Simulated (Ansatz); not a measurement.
The relaxed structure here is a generated cell of S: the first start was made by placing the elements on the sites of a structure type, and the end was not matched to a known phase here, so it may be hypothetical.

One starting cell of S (a generated cell, S built in the AFLOW prototype A_cI16_220_c (as in Li)) was relaxed twice with Ansatz (plane waves, PAW, scalar-relativistic): with r2SCAN at 500 eV and with PBE at 420 eV. The r2SCAN result:

```
CELL_PARAMETERS angstrom
     -3.41987     3.41987     3.41987
      3.41987    -3.41987     3.41987
      3.41987     3.41987    -3.41987
ATOMIC_POSITIONS crystal
  S  0.25000 0.25000 0.25000
  S  0.50000 0.00000 0.25000
  S  0.00000 0.25000 0.50000
  S  0.25000 0.50000 0.00000
  S  0.75000 0.75000 0.75000
  S  0.50000 0.00000 0.75000
  S  0.00000 0.75000 0.50000
  S  0.75000 0.50000 0.00000
```

| quantity | r2SCAN | PBE |
|---|---|---|
| space group | Ia-3d | Ia-3d |
| volume (Å³/atom) | 20.00 | [?] |
| a (Å) | 6.840 | [?] |
| gap (eV, no spin-orbit coupling) | 0.00 | [?] |

Task: What does PBE give for the same quantities?

Result: 
- volume (Å³/atom), PBE: 20.23
- a (Å), PBE: 6.866
- gap (eV, no spin-orbit coupling), PBE: 0.00

Both levels end in the same structure; PBE's volume is 1.2 % larger. Neither column is exact.

No spin polarisation in the result.

The run could not lose the symmetry of its start, so the end can be a saddle point.

Ansatz is a quantum-chemistry and plane-wave program.
